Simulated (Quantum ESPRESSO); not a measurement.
```xyz
8
Lattice="4.2801 0.0000 0.0000 0.0000 4.2801 0.0000 0.0000 0.0000 4.2801" Properties=species:S:1:pos:R:3 pbc="T T T"
O      2.1400     0.0000     0.0000
O      0.0000     2.1400     0.0000
O      0.0000     0.0000     2.1400
O      2.1400     2.1400     2.1400
Mg     0.0000     2.1400     2.1400
Mg     2.1400     0.0000     2.1400
Mg     2.1400     2.1400     0.0000
Zn     0.0000     0.0000     0.0000
```

The geometry is that of Materials Project entry mp-1024045, symmetrised and not relaxed again.

Problem. What does PBEsol (Quantum ESPRESSO, PseudoDojo norm-conserving, 84 Ry, scalar-relativistic) give for the electronic structure near the Fermi level?

Solution. The PBEsol gap is indirect, 2.10 eV, from R to Γ; the smallest direct gap is 3.09 eV. 

The structure is a Materials Project entry; no match was found in the copy of COD used, and its stability was not checked.
